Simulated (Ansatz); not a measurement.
ZrMo (CsCl type), relaxed with PBEsol (Ansatz, a first-principles code, plane waves, PAW): a = b = c = 3.2992 Å, α = β = γ = 90.00°.

```
Quantity              Result
--------------------  ------
ΔH_f (eV/atom)          0.07
B₀ by P(V) fit (GPa)     161
```

### Question
The same phase is relaxed and computed with PBE in the same code. What are the cell and these values now?

### Answer
a = 3.341 Å, b = 3.341 Å, c = 3.341 Å, α = 90.00°, β = 90.00°, γ = 90.00°.

- ΔH_f (eV/atom): 0.07
- B₀ by P(V) fit (GPa): 150

Typed or built starts, not in the databases checked: ZrMo, CsCl type. All cells were relaxed under the symmetry of their starts (and spin orders); stability against distortions was not tested throughout. Rows with no word on spin ran without spin polarisation. Spin–orbit coupling is left out wherever it is not named.

Potentials: the later of the program's two PAW sets.

Ansatz is a plane-wave DFT program.

Formation energies count from the lowest solids of the elements computed at the same level, not from gases.
